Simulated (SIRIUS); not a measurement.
A self-consistent single point of SiC (P6_3mc, 4 atoms in the cell; from Materials Project mp-7140) with SIRIUS.

Method: LDA (PW92), PseudoDojo 0.4 standard norm-conserving LDA (tails mended) pseudopotentials (plane waves; SIRIUS 7.12.0).

```
CELL_PARAMETERS angstrom
      3.07351     0.00000     0.00000
     -1.53676     2.66174     0.00000
      0.00000     0.00000     5.04525
ATOMIC_POSITIONS crystal
  Si 0.33333 0.66667 0.49960
  Si 0.66667 0.33333 0.99960
  C  0.33333 0.66667 0.87540
  C  0.66667 0.33333 0.37540
```

Reference input (self-consistent single point, DFT, LDA (PW92), plane waves, PseudoDojo 0.4 standard norm-conserving LDA (tails mended) pseudopotentials): parameters.ngridk = 8 8 5; parameters.xc_functionals = [XC_LDA_X, XC_LDA_C_PW]; parameters.gk_cutoff = 9.055 1/bohr; parameters.pw_cutoff = 18.111 1/bohr; parameters.smearing = gaussian; parameters.smearing_width = 0.0001 Ha; potentials = PseudoDojo 0.4 standard norm-conserving LDA (tails mended) pseudopotentials; parameters.electronic_structure_method = pseudopotential; parameters.num_bands = 12; parameters.num_mag_dims = 0; parameters.num_dft_iter = 100; parameters.energy_tol = 1e-07 Ha. This run's input differs from it in these lines:

```diff
@@ -22,4 +22,4 @@
     "num_dft_iter": 100,
-    "energy_tol": 1e-07,
-    "density_tol": 1e-06
+    "energy_tol": 0.0037,
+    "density_tol": 1.0
   },
```

The program printed (abridged):

```
[find] density tolerance         : 1
[find] total energy tolerance    : 0.0037
[find] iter_solver_tol (initial) : 0.01
[find] iter_solver_tol (target)  : 1e-13
[find] num_dft_iter              : 100
Charges and magnetic moments
--------------------------------------------------------------------------------
total charge          : 16.000000
[find] | SCF iteration   0 out of 100|
[diagonalize] iterative solver tolerance (occupied, empty): 0.01 0.01
[diagonalize] average number of iterations: 3.2
   [... lines left out ...]

[find] Charges and magnetic moments
[find] total charge          : 16.000000
[find] Energy
[find] smearing (-TS)                 :       0.00000000
[find] Total energy                   :     -20.63234612 (Ha),     -41.26469225 (Ry)
[find] Free energy (E-TS)             :     -20.63234612 (Ha),     -41.26469225 (Ry)
[find] band gap (eV)                  :       2.57455183
[find] Efermi                         :       0.34581110
[find] iteration : 3, RMS (target) : 1.6874e-02 (1.0000e+00) , energy difference (target) : -3.6810e-03 (3.7000e-03)
[find] bands are converged : true
[find] iterative solver converged : false
[find] converged after 4 SCF iterations!
[find] Charges and magnetic moments
[find] total charge          : 16.000000
[find] Energy
[find] smearing (-TS)                 :       0.00000000
[find] Total energy                   :     -20.63234612 (Ha),     -41.26469225 (Ry)
[find] Free energy (E-TS)             :     -20.63234612 (Ha),     -41.26469225 (Ry)
[find] band gap (eV)                  :       2.57455183
[find] Efermi                         :       0.34581110
[ground_state] === stress tensor components [kbar] ===
[ground_state] === stress_total ===
[ground_state]    27.180467    0.000000   -0.000000
[ground_state]     0.000000   27.180462    0.000000
[ground_state]    -0.000000    0.000000   31.372383
[ground_state] ==== total Forces in Ha/bohr =====
[ground_state] atom:    0, force:      -0.0000000     -0.0000000     -0.0004592
[ground_state] atom:    1, force:       0.0000000      0.0000000     -0.0004592
[ground_state] atom:    2, force:      -0.0000000      0.0000000      0.0010144
[ground_state] atom:    3, force:       0.0000000     -0.0000000      0.0010144
```

The run converged in 4 iterations. SIRIUS prints the stress tensor with tension positive. Against the reference run the free energy goes up by 3.4 meV/atom, the pressure goes from -4.31 to -2.86 GPa and the largest force goes from 0.003 to 0.052 eV/Å.

This run is one point of a test of settings, so its values need not be converged; read them against the reference run alone. The structure comes from a collection of computed structures, made at another level of theory; the collection holds predicted forms beside known ones.

The gap that the log prints is read on the run's mesh, which can miss the band edges or a crossing.

“Tails mended”: in these copies of the files the far tail of each local potential was reset to the Coulomb form.
